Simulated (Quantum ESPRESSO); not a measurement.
**Band energies of AlN**

```xyz
4
Lattice="3.1131 0.0000 0.0000 -1.5566 2.6960 0.0000 0.0000 0.0000 4.9828" Properties=species:S:1:pos:R:3 pbc="T T T"
N      1.5566     0.8987     4.3897
N      0.0000     1.7974     1.8983
Al     1.5566     0.8987     2.4866
Al     0.0000     1.7974     4.9780
```

norm-conserving PBEsol (Quantum ESPRESSO, 84 Ry, no spin-orbit coupling); path ΓMKΓALHA,LM,KH; energies in eV from the valence-band maximum.

```
k (1/Å)  point  band 4  band 5  band 6  band 7  band 8  band 9  band 10  band 11
-------  -----  ------  ------  ------  ------  ------  ------  -------  -------
0.00         Γ   -0.88   -0.88   -0.22   -0.22    0.00    4.10     6.55    10.47
0.42             -2.53   -1.70   -1.33   -0.32   -0.21    5.54     7.67     8.82
0.85             -4.23   -3.61   -1.95   -1.08   -0.61    6.00     6.28     7.91
1.17         M   -4.21   -3.38   -2.12   -1.81   -0.70    5.68     5.68     8.07
1.28             -4.18   -3.35   -2.25   -1.82   -0.82    5.66     5.86     8.15
1.84         K   -3.82   -3.82   -2.49   -2.41   -2.41    4.90     8.22     9.55
2.25             -4.08   -3.88   -2.61   -1.61   -1.24    5.92     7.54     8.59
2.67             -2.76   -2.60   -1.30   -0.60   -0.33    6.03     8.15     8.55
3.18         Γ   -0.88   -0.88   -0.22   -0.22    0.00    4.10     6.55    10.47
3.60             -1.91   -0.72   -0.72   -0.39   -0.39    5.55     6.67    10.02
3.81         A   -3.36   -0.56   -0.56   -0.56   -0.56    6.36     6.36    10.19
4.03             -3.39   -0.87   -0.87   -0.65   -0.65    6.62     6.62     9.63
4.56             -4.66   -1.60   -1.60   -1.25   -1.25    5.89     5.89     9.47
4.98         L   -5.66   -1.49   -1.49   -1.38   -1.38    5.18     5.18     9.14
5.43             -5.18   -3.32   -3.32   -0.87   -0.87    6.50     6.50     8.60
5.65         H   -4.88   -3.93   -3.93   -0.80   -0.80    7.28     7.28     7.71
5.94             -5.02   -3.20   -3.20   -0.94   -0.94    6.59     6.59     8.71
6.32             -4.25   -1.86   -1.86   -1.24   -1.24    6.59     6.59     9.35
6.71             -3.43   -1.07   -1.07   -0.73   -0.73    6.76     6.76     9.37
7.00         A   -3.36   -0.56   -0.56   -0.56   -0.56    6.36     6.36    10.19
7.00         L   -5.66   -1.49   -1.49   -1.38   -1.38    5.18     5.18     9.14
7.09             -5.50   -1.68   -1.64   -1.33   -1.17    4.95     5.44     8.93
7.45             -4.50   -3.09   -2.06   -1.54   -0.79    5.30     5.73     8.63
7.63         M   -4.21   -3.38   -2.12   -1.81   -0.70    5.68     5.68     8.07
7.63         K   -3.82   -3.82   -2.49   -2.41   -2.41    4.90     8.22     9.55
7.73             -3.95   -3.95   -2.56   -2.25   -2.25    5.00     8.21     9.39
8.26         H   -4.88   -3.93   -3.93   -0.80   -0.80    7.28     7.28     7.71
```

The PBEsol gap is direct, 4.10 eV at Γ.

Geometry relaxed with PBEsol.
